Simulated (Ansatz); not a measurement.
A generator proposed this cell of SmF.

```cif
data_structure
_symmetry_space_group_name_H-M 'P-6m2'
_symmetry_Int_Tables_number 187
_cell_length_a 3.2976
_cell_length_b 3.2976
_cell_length_c 5.2885
_cell_angle_alpha 90.000
_cell_angle_beta 90.000
_cell_angle_gamma 120.000
_cell_volume 49.80
loop_
_atom_site_label
_atom_site_type_symbol
_atom_site_symmetry_multiplicity
_atom_site_Wyckoff_symbol
_atom_site_fract_x
_atom_site_fract_y
_atom_site_fract_z
_atom_site_occupancy
Sm1 Sm 1 f 0.66667 0.33333 0.50000 1
F1 F 1 c 0.33333 0.66667 0.00000 1
```

All numbers below come from Ansatz 0.2.0, DFT PBE, scalar-relativistic, plane waves, PAW, and for the lanthanide a 4f-in-core norm-conserving potential. Cutoff 690 eV; k points 6×6×4 on the computed 2-atom cell (Γ-centred); Gaussian smearing, width 0.10 eV; no spin polarisation.

Formation energies are uncorrected and refer to the elements' standard structures at the same level (F₂ as a molecule).

Question: Estimate its pressure, forces and energy as it stands.

Answer: The pressure is -4.2 GPa (the mean over three directions, positive in compression), the largest force is 0.00 eV/Å (symmetry fixes the atoms), and the energy is −1.39 eV/atom against the elements. The shortest distance is 3.26 Å.

Question: Is it a good guess?

Answer: A rough one: relaxing gains about 0.64 eV/atom (the start's value is from the coarse mesh, so the gain is rough) in 13 ionic steps and ends at −2.04 eV/atom on the finer mesh. The symmetry stays P-6m2 (No. 187). The end has the tungsten carbide type. The volume per atom shrinks by 23.8 %, from 24.9 to 19.0 Å³. The shortest distance goes from 3.26 Å (Sm–F) to 2.74 Å (Sm–F). The ratio c/a of the conventional cell changes by a factor of 0.71. Conventional cell: a = 3.374 Å, c = 3.851 Å. Sm has 6 F at 2.74 Å; F is surrounded by 6 Sm at 2.74 Å.

The last run used an 18×18×14 mesh (in the run's order of axes) for its 2-atom cell and Gaussian smearing of 0.10 eV. The relaxation can't lower the symmetry of the start, and the grade says only how near the guess is to its own end. A structure relaxed within its symmetry needn't be a true minimum. Another cell of SmF relaxed alike, in P6/mmm, lies 0.31 eV/atom lower, so this cell isn't the stable form at this level.

The lanthanide is trivalent by construction, without f bands, f moments or other valences. The reference runs of the other elements, and any phases without the lanthanide, used 420 eV, which shifts energies against them by under 10 meV/atom. The lanthanide's reference is the lowest of its hcp, dhcp and fcc cells.
